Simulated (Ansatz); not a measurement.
Starting cell, Ta (bcc, W type):

```
Ta
1.0
   -3.31957     3.31957     3.31957
    1.65979    -1.65979     1.65979
    1.65979     1.65979    -1.65979
Ta
2
Direct
  0.00000   0.00000   0.00000
  0.50000   0.00000   0.00000
```

Scan: atom 1 (Ta, nearest neighbour Ta at 2.875 Å; its periodic images, 2.9 Å or more away, move with it) is displaced along Cartesian z, direction (0.000, 0.000, 1.000) in Cartesian axes, by s. The other atoms stay.

These are PBE (plane waves to 420 eV, PAW, scalar-relativistic; Ansatz, an electronic-structure program) values and carry that method's errors. k mesh 8×16×16 (Γ-centred), Fermi-Dirac smearing 0.05 eV. E stands for the smeared free energy. Left out: 4 of 11 points, with atoms too close for the PAW data. With partly filled bands, energies and forces of such displacements shift with the k mesh and the smearing. On this mesh the relaxed cell isn't quite at rest: it carries a pressure of 0.2 GPa (compression positive) at the zero of the scan. Spin-orbit coupling is left out, though Ta is heavy. Ta is run without spin polarisation. Ta was relaxed with its symmetry unable to fall. ΔE is measured from the undisplaced structure.

The scan covers s from -0.516 to 0.516 Å in 7 points.

Problem. Is this a single well or a double well?

Solution. A single well with its minimum at or next to zero displacement.

Problem. Is the energy the same for equal positive and negative displacements?

Solution. Even: the same for both signs. With its periodic images moving along, the atom's site symmetry in this cell is mmm.

Problem. What force acts on the atom along the line at s = -0.516 Å?

Solution. 2.84 eV/Å.

Problem. What is the energy change at s = 0.516 Å?

Solution. 690 meV/cell.

(A displaced cell: forces are minus the slopes of the energy, force constants its curvatures, and phonons follow from these.)
